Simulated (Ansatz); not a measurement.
SnF4:
```
CELL_PARAMETERS angstrom
     -2.03467     2.03467     3.88697
      2.03467    -2.03467     3.88697
      2.03467     2.03467    -3.88697
ATOMIC_POSITIONS crystal
  Sn 0.00000 0.00000 0.00000
  F  0.75722 0.75722 0.00000
  F  0.24278 0.24278 0.00000
  F  0.50000 0.00000 0.50000
  F  0.00000 0.50000 0.50000
```

Relaxed with r²SCAN+D4. Independent-particle spectrum: no excitons, no local fields, no scissors shift; 0.1 eV broadening; ε₁ of the summed bands alone.

Tabulate the dielectric function from r²SCAN+D4 (plane waves, PAW; program Ansatz).



```csv
E (eV),ε₁ xx,ε₂ xx,ε₁ zz,ε₂ zz
0.0,2.11,0.00,2.34,0.00
0.4,2.11,0.00,2.34,0.00
0.8,2.12,0.00,2.35,0.00
1.2,2.12,0.00,2.36,0.00
1.6,2.14,0.00,2.38,0.00
2.0,2.15,0.00,2.40,0.00
2.4,2.17,0.00,2.43,0.00
2.8,2.20,0.00,2.47,0.00
3.2,2.24,0.00,2.52,0.00
3.6,2.29,0.00,2.58,0.00
4.0,2.37,0.00,2.66,0.00
4.4,2.56,0.04,2.77,0.00
4.8,2.53,0.31,2.95,0.01
5.2,2.45,0.37,3.26,0.06
5.6,2.41,0.36,3.54,0.69
6.0,2.47,0.32,3.32,1.02
6.4,2.67,0.42,3.15,1.19
6.8,2.73,0.61,3.07,1.29
7.2,2.74,1.03,3.12,1.46
7.6,2.40,1.61,3.09,1.98
8.0,1.62,1.12,2.78,2.15
8.4,1.66,0.59,2.46,2.70
8.8,1.91,0.40,1.06,2.44
9.2,2.13,0.27,1.13,1.81
9.6,2.55,0.35,1.20,1.59
10.0,2.82,0.60,0.98,1.67
10.4,3.11,1.00,1.11,1.02
10.8,2.75,2.25,1.48,1.23
11.2,2.06,1.40,0.92,1.28
11.6,2.77,2.11,1.15,0.86
12.0,1.20,1.96,1.32,0.72
```

From ε at 4.7 eV (xx: 2.56 + 0.27i), find n, k, the normal reflectivity and the absorption coefficient.

n = 1.60, k = 0.084, R = 5 %, α = 2kE/ħc = 40000 cm⁻¹.

With all bands, ε∞ without local fields is 2.35 (xx = yy), 2.58 (zz).

Space group I4/mmm. The first step of the workflow began from a Materials Project structure, measured or hypothetical; the Crystallography Open Database files this formula in space group No. 139, but the cells were not matched. Whether it is the stable phase at ambient conditions was not checked. The cell was relaxed with r²SCAN+D4 under the symmetry of its start; its stability against distortions is not shown here. Scalar-relativistic: spin–orbit coupling is off unless named, which matters more the heavier the elements.

Potentials: the later of the program's two PAW sets.
